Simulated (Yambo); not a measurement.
G0W0@LDA for CaCd2As2 (space group P-3m1, No. 164) in Yambo. Reference settings: 3×3×2 Γ-centred k mesh, bands 10 to 192 and a 7 Ry block in the screening, 192 bands in G with the Bruneval-Gonze terminator, plasmon pole fitted at 27.2 eV. The LDA gap Γ → Γ on this mesh is 0.07 eV; G0W0 gaps are taken between the same points.

The settings were changed. The gap went from 0.92 eV to 0.92 eV, and the shift of the valence edge from -0.58 eV to -0.37 eV.

**Question.** What was changed between the two runs?
(A) 3×3×1 mesh
(B) 61 bands in W, 61 bands in G, 2 Ry block
(C) 61 bands in W, 61 bands in G, 3 Ry block
(D) 116 bands in W, 116 bands in G, 4 Ry block

**Answer.** D, 116 bands in W, 116 bands in G, 4 Ry block. The others gave (gap, valence shift): 3×3×1 mesh: 0.86, -0.53 eV; 61 bands in W, 61 bands in G, 2 Ry block: 1.00, 0.03 eV; 61 bands in W, 61 bands in G, 3 Ry block: 1.03, 0.00 eV.

The standard potential for As keeps a d shell in the valence without the s and p states of that shell. In tests on such compounds this moved G0W0 gaps by up to about 0.9 eV, so absolute quasiparticle energies here are unreliable; differences between settings are what counts.

Spin-orbit coupling is not included.

Geometry of the Materials Project entry, not relaxed at this level; primitive cell a = 4.4139 Å, b = 4.4139 Å, c = 7.2061 Å, α = 90.00°, β = 90.00°, γ = 120.00°.

A shift is the quasiparticle energy of the state minus its LDA energy.
